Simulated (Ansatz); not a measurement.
InPd (Pm-3m); total moment held at 0.3 μB.

```xyz
2
Lattice="3.2719 0.0000 0.0000 0.0000 3.2719 0.0000 0.0000 0.0000 3.2719" Properties=species:S:1:pos:R:3 pbc="T T T"
In    0.0000    0.0000    0.0000
Pd    1.6359    1.6359    1.6359
```

The geometry is a structure from the Materials Project, held fixed and not relaxed.

Functional, mesh and filling: LDA, 10×10×10 k mesh, Fermi–Dirac smearing of 0.05 eV. PAW means Ansatz 0.2.0 on its default frozen-core files. Site moments are integrated in spheres about the atoms. Start moments (μB): Pd2 0.3.

Iteration by iteration:

```
iteration  Harris–Foulkes energy less the last (meV)  density residual (eV)  M (μB)  ∫|m| (μB)
        1                                  -1916.249                9.7e+00  0.3000     0.3000
        2                                   -344.418                1.5e+00  0.3000     0.3000
        3                                     -8.281                6.7e-02  0.3000     0.3000
        4                                     -2.899                1.6e-02  0.3000     0.3000
        5                                     -0.130                9.4e-04  0.3000     0.3000
        6                                     -0.073                2.9e-04  0.3000     0.3000
        7                                     -0.004                1.3e-05  0.3000     0.3000
        8                                      0.000                4.9e-07  0.3000     0.3000
        9                                      0.000                2.4e-09  0.3000     0.3000
       10                                      0.000                1.2e-12  0.3000     0.3000
```

Site moments (μB): In1 0.06, Pd2 0.15. Cell moment 0.30 μB.

The PAW files were made with PBE; the program remakes their cores once for the run's functional and then keeps them frozen. The Ansatz runs typed with the search for lower states off end where their start leads. These are results for the start and cell typed. The real compound can order otherwise, in a larger cell, or not at all, since semilocal functionals at zero temperature often overstate magnetism.
